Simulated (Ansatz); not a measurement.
Given:

Bi$_{2}$Te$_{3}$:
```xyz
5
Lattice="4.3513 0.0000 0.0000 -2.1756 3.7683 0.0000 0.0000 0.0000 10.5608" Properties=species:S:1:pos:R:3 pbc="T T T"
Bi     0.0000     2.5122     2.0258
Bi     2.1756     1.2561     8.5350
Te     0.0000     0.0000     0.0000
Te     0.0000     2.5122     6.8032
Te     2.1756     1.2561     3.7576
```

This is the PBEsol-relaxed structure. Cartesian axes are those of the cell as given.

**Question.** All from the program Ansatz at the PBEsol level (PAW), unless another level is named. Estimate the Hill bulk and shear moduli.

**Answer.** 27.0 and 12.1 GPa.

**Question.** What about the elastic constants (relaxed ions, GPa)?

**Answer.** C11 = 57.1, C12 = 19.9, C13 = 15.7, C14 = -0.6, C33 = 34.7, C44 = 7.5.

**Question.** Next, the highest zone-centre frequency (without LO–TO term)?

**Answer.** 143 cm⁻¹.

Space group P-3m1 (La2O3 or Ni2Al3 type). A made-up cell: these elements were put on the sites of a structure type; neither database checked (COD, Materials Project) lists it. It is not the phase usual at ambient conditions (space group No. 166). Symmetry was held in the PBEsol relaxation; of distortions, only those at the zone centre were tested. Scalar-relativistic: spin–orbit coupling is off unless named, which matters more the heavier the elements.

Potentials: the later of the program's two PAW sets.
